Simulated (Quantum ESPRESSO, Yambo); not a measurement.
Levels of theory for the gap of Al₂O₃

Al$_{2}$O$_{3}$ (corundum, space group R-3c, No. 167): one geometry, one set of norm-conserving PBEsol (Quantum ESPRESSO, 84 Ry, scalar-relativistic) orbitals, self-energies from Yambo (4×4×4 Γ-centred k mesh, 169 bands and a 8 Ry block in the screening, 169 bands in G with the Bruneval-Gonze terminator, plasmon pole fitted at 27.2 eV).

The geometry is that of Materials Project entry mp-1143, symmetrised and not relaxed again.

```csv
level,gap Γ → Γ (eV),rough Yambo cost
PBEsol (Quantum ESPRESSO),5.82,–
exchange only (Hartree-Fock self-energy on PBEsol orbitals),16.27,about 1/10 (8 states)
static COHSEX@PBEsol,9.25,within a factor of two (2 states)
"G0W0@PBEsol, plasmon pole",8.18,1 (8 states)
```

Bare exchange has no screening and gives the widest gap; static COHSEX screens it but leaves out the frequency dependence, which G0W0 restores.

Costs are rough ratios of core time on shared machines.

Nearest settings tried, and what they do to the gap: 3 Ry block (65 vectors against 223): -246 meV. Not varied: bands in G, bands in W, mesh. So the settings aren't converged at that level.
